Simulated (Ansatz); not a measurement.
Polymorphs of InAs, each relaxed with the program Ansatz at the r²SCAN level (PAW):

A: Pm-3n
a = 7.5232 Å, b = 7.5232 Å, c = 7.5232 Å, α = 90.00°, β = 90.00°, γ = 90.00°

```tsv
atom	site	symmetry	x	y	z
In	6c	-4m.2	0.0000	0.5000	0.2500
As	6d	-4m.2	0.0000	0.2500	0.5000
```

B: zinc blende (F-43m)
a = b = c = 6.108 Å, α = β = γ = 90.00°

```tsv
atom	site	symmetry	x	y	z
In	4d	-43m	0.7500	0.7500	0.7500
As	4a	-43m	0.0000	0.0000	0.0000
```

C: CsCl type (Pm-3m)
a = 3.542 Å, b = 3.542 Å, c = 3.542 Å, α = 90.00°, β = 90.00°, γ = 90.00°

```csv
atom,site,symmetry,x,y,z
In,1a,m-3m,0.0000,0.0000,0.0000
As,1b,m-3m,0.5000,0.5000,0.5000
```

Q: Put the candidates in order of energy per atom at 0 K, lowest first, for r²SCAN.

A: B (+0 meV/atom), A (+164 meV/atom), C (+607 meV/atom)

Q: Give each one's gap.

A: A 0.12 eV; B 0.08 eV; C no gap.

Constructed cells (a structure type filled with these elements, in neither database checked): C. Typed or built starts, not in the databases checked: A. Not the usual ambient phase: A; C. Unstable at this level: C. All cells were relaxed under the symmetry of their starts (and spin orders); stability against distortions was not tested throughout. Scalar-relativistic: spin–orbit coupling is off unless named, which matters more the heavier the elements.

Energies hold the estimated change up to a 700 eV cutoff; steps of a few meV lie near the error of the meshes.

Potentials: the earlier of the program's two PAW sets. The files were generated under PBE; for other functionals the program regenerates the frozen cores, and for LDA and PBEsol the local potential too.
